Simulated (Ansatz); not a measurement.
An Ansatz (an electronic-structure program) run. Input:

Ansatz 0.2 input:
```yaml
crystal:
  lattice:
    - [10.6303097754, 0.0, 0.0]
    - [0.0, 3.8329378964, 0.0]
    - [0.0, 0.0, 4.2000411584]
  atoms:
    - { symbol: Ge, position: [0.1194692274, 0.25, 0.1053916757] }
    - { symbol: Ge, position: [0.3805307726, 0.75, 0.6053916757] }
    - { symbol: Ge, position: [0.8805307726, 0.75, 0.8946083243] }
    - { symbol: Ge, position: [0.6194692274, 0.25, 0.3946083243] }
    - { symbol: Se, position: [0.8563978916, 0.25, 0.4918957272] }
    - { symbol: Se, position: [0.6436021084, 0.75, 0.9918957272] }
    - { symbol: Se, position: [0.1436021084, 0.75, 0.5081042728] }
    - { symbol: Se, position: [0.3563978916, 0.25, 0.0081042728] }
kpoints:
  mp_grid: { grid: [2, 6, 5] }
  band_path:
    path:
      - [[0.0, 0.0, 0.0], [0.5, 0.0, 0.0], [0.5, 0.5, 0.0], [0.0, 0.5, 0.0], [0.0, 0.0, 0.0], [0.0, 0.0, 0.5], [0.5, 0.0, 0.5], [0.5, 0.5, 0.5], [0.0, 0.5, 0.5], [0.0, 0.0, 0.5]]  # Γ-X-S-Y-Γ-Z-U-R-T-Z
      - [[0.5, 0.0, 0.0], [0.5, 0.0, 0.5]]  # X-U
      - [[0.0, 0.5, 0.0], [0.0, 0.5, 0.5]]  # Y-T
      - [[0.5, 0.5, 0.0], [0.5, 0.5, 0.5]]  # S-R
      - [VBM, CBM]
    npoints: 6
basis: { xc_grid: 2 }
hamiltonian:
  xc: lda
  pseudopotentials: { kind: paw }
magnetization: { noncollinear: true, spin_orbit: true }
scf:
  n_extra_bands: 16
  convergence: { dr2_threshold: 0.0000000001 }
  occupations: { method: gaussian, width: 0.01 }
checkpoint: { write: soc.run }
output: { eigenvalues: true }
```

Output (shortened):

```
Pseudopotential: Ge, paw_fr, valence charge 14
Pseudopotential: Se, paw_fr, valence charge 16
Functional definition: SPW92
non-collinear run that drives no moment, with spin-orbit …
Crystal: 8 atoms, lattice volume = 171.132 Å³
Basis set: ecut = 420 eV, 3345 PW (Γ), exchange–correlation on 144×54×60 points (8 copies of the dense FFT grid, shifted against one another)
Bands: 136, of which v1, the nominal top of the filled ones, is band 120 counted from 1 (119 counted from 0)
Symmetry: 8 space group operations + 8 with time reversal
k-points: 24 of 60
Projection manifold: j_resolved (fully-relativistic pseudo-atomic orbitals)
SCF iter   1: F=—  HF=-38399.730085 eV  |F-HF|=—  |Δ(HF+E_count)|=         —  Δρ=3.60e-2  dr2=3.41e0  dr2_m=0.00e0 (ungated)  ethr=3.10e-3  |M|=0.00e0 ∫|m|=0.00e0 μB  |m|>n=0.0e0 m-floor=0.0e0 τ_xc=0.0e0  β_m=0.30  ⟨swp⟩=6.0  Hψ=6464  notcnv=0
preconditioner: auto → Kerker (q_TF=auto, 2.572 Å⁻¹)
spin=Noncollinear: Kerker preconditioning applied to the charge; magnetization (m_x, m_y, m_z) channels mix plain (no charge-response kernel on spin).
SCF iter   2: F=—  HF=-38399.193919 eV  |F-HF|=—  |Δ(HF+E_count)|=   5.36e-1  Δρ=2.56e-2  dr2=1.70e0  dr2_m=0.00e0 (ungated)  ethr=2.84e-3  |M|=0.00e0 ∫|m|=0.00e0 μB  |m|>n=0.0e0 m-floor=0.0e0 τ_xc=0.0e0  β_m=0.60  ⟨swp⟩=2.0  Hψ=1993  notcnv=0  defer=236
preconditioner: auto → Resta (q_TF=auto, 2.572 Å⁻¹)
spin=Noncollinear: Resta preconditioning applied to the charge; magnetization (m_x, m_y, m_z) channels mix plain (no charge-response kernel on spin).
SCF iter   3: F=—  HF=-38398.645095 eV  |F-HF|=—  |Δ(HF+E_count)|=   5.49e-1  Δρ=6.39e-3  dr2=9.20e-2  dr2_m=0.00e0 (ungated)  ethr=1.42e-3  |M|=0.00e0 ∫|m|=0.00e0 μB  |m|>n=0.0e0 m-floor=0.0e0 τ_xc=0.0e0  β_m=0.61  ⟨swp⟩=2.2  Hψ=1915  notcnv=0  defer=236
SCF iter   4: F=—  HF=-38398.613775 eV  |F-HF|=—  |Δ(HF+E_count)|=   3.13e-2  Δρ=2.01e-3  dr2=7.35e-3  dr2_m=0.00e0 (ungated)  ethr=7.67e-5  |M|=0.00e0 ∫|m|=0.00e0 μB  |m|>n=0.0e0 m-floor=0.0e0 τ_xc=0.0e0  β_m=0.80  ⟨swp⟩=3.0  Hψ=2735  notcnv=0  defer=238
SCF iter   5: F=—  HF=-38398.612914 eV  |F-HF|=—  |Δ(HF+E_count)|=   8.61e-4  Δρ=4.01e-4  dr2=3.68e-4  dr2_m=0.00e0 (ungated)  ethr=6.13e-6  |M|=0.00e0 ∫|m|=0.00e0 μB  |m|>n=0.0e0 m-floor=0.0e0 τ_xc=0.0e0  β_m=0.86  ⟨swp⟩=3.0  Hψ=2563  notcnv=0  defer=238
SCF iter   6: F=—  HF=-38398.612871 eV  |F-HF|=—  |Δ(HF+E_count)|=   4.29e-5  Δρ=1.51e-4  dr2=3.17e-5  dr2_m=0.00e0 (ungated)  ethr=3.06e-7  |M|=0.00e0 ∫|m|=0.00e0 μB  |m|>n=0.0e0 m-floor=0.0e0 τ_xc=0.0e0  β_m=0.78  ⟨swp⟩=2.0  Hψ=2979  notcnv=0  defer=238
SCF iter   7: F=—  HF=-38398.612842 eV  |F-HF|=—  |Δ(HF+E_count)|=   2.83e-5  Δρ=4.48e-5  dr2=2.57e-6  dr2_m=0.00e0 (ungated)  ethr=2.64e-8  |M|=0.00e0 ∫|m|=0.00e0 μB  |m|>n=0.0e0 m-floor=0.0e0 τ_xc=0.0e0  β_m=0.82  ⟨swp⟩=2.0  Hψ=2953  notcnv=0  defer=238
SCF iter   8: F=—  HF=-38398.612808 eV  |F-HF|=—  |Δ(HF+E_count)|=   3.47e-5  Δρ=1.02e-5  dr2=1.40e-7  dr2_m=0.00e0 (ungated)  ethr=2.14e-9  |M|=0.00e0 ∫|m|=0.00e0 μB  |m|>n=0.0e0 m-floor=0.0e0 τ_xc=0.0e0  β_m=0.91  ⟨swp⟩=2.0  Hψ=3032  notcnv=0  defer=238
SCF iter  11: F=-38398.612808 eV  HF=-38398.612808 eV  |F-HF|=7.28e-12  |Δ(HF+E_count)|=  1.46e-11  Δρ=5.49e-8  dr2=5.47e-12  dr2_m=0.00e0 (ungated)  ethr=1.00e-12  |M|=0.00e0 ∫|m|=0.00e0 μB  |m|>n=0.0e0 m-floor=0.0e0 τ_xc=0.0e0  ⟨swp⟩=7.0  Hψ=5175  notcnv=0
SCF 1 converged in 11 iterations: F = -38398.612808 eV  dr2 = 5.47e-12
NSCF: frozen V_eff on 64 k-points
NSCF: frozen V_eff on 64 k-points
NSCF: frozen V_eff on 64 k-points
NSCF: frozen V_eff on 64 k-points
NSCF: frozen V_eff on 24 k-points
NSCF: frozen V_eff on 16 k-points
NSCF: frozen V_eff on 64 k-points
NSCF: frozen V_eff on 12 k-points
NSCF: frozen V_eff on 36 k-points
NSCF: frozen V_eff on 19 k-points
NSCF: frozen V_eff on 22 k-points
NSCF: frozen V_eff on 14 k-points
NSCF: frozen V_eff on 22 k-points
NSCF: frozen V_eff on 3 k-points
NSCF: frozen V_eff on 4 k-points
NSCF: frozen V_eff on 83 k-points
SCF converged after 11 iterations
Magnetization: |M| = 0.0000 μB,  M = (+0.0000, +0.0000, +0.0000) μB
Absolute magnetization: 0.0000 μB (∫|m|)
  site 0: m = (+0.0000, +0.0000, +0.0000) μB, |m| = 0.0000 μB  (R = 1.05 Å)
  site 1: m = (+0.0000, +0.0000, +0.0000) μB, |m| = 0.0000 μB  (R = 1.05 Å)
  site 2: m = (+0.0000, +0.0000, +0.0000) μB, |m| = 0.0000 μB  (R = 1.05 Å)
  site 3: m = (+0.0000, +0.0000, +0.0000) μB, |m| = 0.0000 μB  (R = 1.05 Å)
  site 4: m = (+0.0000, +0.0000, +0.0000) μB, |m| = 0.0000 μB  (R = 1.05 Å)
  site 5: m = (+0.0000, +0.0000, +0.0000) μB, |m| = 0.0000 μB  (R = 1.05 Å)
  site 6: m = (+0.0000, +0.0000, +0.0000) μB, |m| = 0.0000 μB  (R = 1.05 Å)
  site 7: m = (+0.0000, +0.0000, +0.0000) μB, |m| = 0.0000 μB  (R = 1.05 Å)
Free energy (F): -38398.612808 eV
Harris-Foulkes:  -38398.612808 eV  (|F-HF|=7.28e-12)
Internal energy: -38398.612808 eV  (E = F + TS)
E sigma→0 (E₀):  -38398.612808 eV
Fermi energy:    9.628597 eV
--- Per-component energies (eV) ---
  E_band       = -2011.921945
  E_kinetic    = 921.518003
  E_local      = -18151.835069  (includes V_loc(G=0)·N_el)
  E_nonlocal   = -685.190814
  E_hartree    = 8470.039624
  E_xc         = -717.458583
  E_vxc        = -656.720870  (∫ρ·V_xc dr)
  E_paw        = -15056.566924  (= ΣΔE_a)
  E_vpaw       = -379.771332  (= ΣTr[D̂ρ^β])
  E_aug_tail   = -0.001174  (compensation charges beyond the density's cutoff)
  E_ewald      = -13195.670611
  E_core_change = 16.552740  (= ΣΔE_core)
  E_smearing   =  0.000000  (= −TS)
  E_closure    = 0.000000  (closes the sum)
  Σ components = -38398.612808   (vs F -38398.612808, Δ=0.00e0)
  [band-id]    e_kinetic+e_local+e_nonlocal+2·e_hartree+e_vxc+e_vpaw+e_augmentation_tail = -2011.922008   (vs E_band -2011.921945, Δ=-6.35e-5)
--- Band table (eV; the first three rows and the last of 24) ---
  k-point 0: bands = ["-38.9927", "-38.9927", "-38.9926", "-38.9926", "-38.9926", "-38.9926", "-38.9925", "-38.9925", "-38.9626", "-38.9626", "-38.9624", "-38.9624", "-38.9624", "-38.9624", "-38.9623", "-38.9623", "-38.1025", "-38.1025", "-38.1025", …
  k-point 1: bands = ["-38.9927", "-38.9927", "-38.9926", "-38.9926", "-38.9926", "-38.9926", "-38.9925", "-38.9925", "-38.9626", "-38.9626", "-38.9624", "-38.9624", "-38.9624", "-38.9624", "-38.9623", "-38.9623", "-38.1025", "-38.1025", "-38.1025", …
  k-point 2: bands = ["-38.9926", "-38.9926", "-38.9926", "-38.9926", "-38.9925", "-38.9925", "-38.9925", "-38.9925", "-38.9625", "-38.9625", "-38.9625", "-38.9625", "-38.9624", "-38.9624", "-38.9623", "-38.9623", "-38.1025", "-38.1025", "-38.1024", …
  k-point 23: bands = ["-38.9925", "-38.9925", "-38.9925", "-38.9925", "-38.9924", "-38.9924", "-38.9924", "-38.9924", "-38.9625", "-38.9625", "-38.9624", "-38.9624", "-38.9624", "-38.9624", "-38.9623", "-38.9623", "-38.1023", "-38.1023", "-38.1023", …
```

Cost: around 30 core-minutes (rough) on shared cores.

Space group Pnma. Symmetry was held in the LDA relaxation. A crystal of weakly bound layers computed without a dispersion correction: the cell and the soft elastic constants depend strongly on that.

Potentials: the later of the program's two PAW sets.

Ansatz is a plane-wave DFT program.
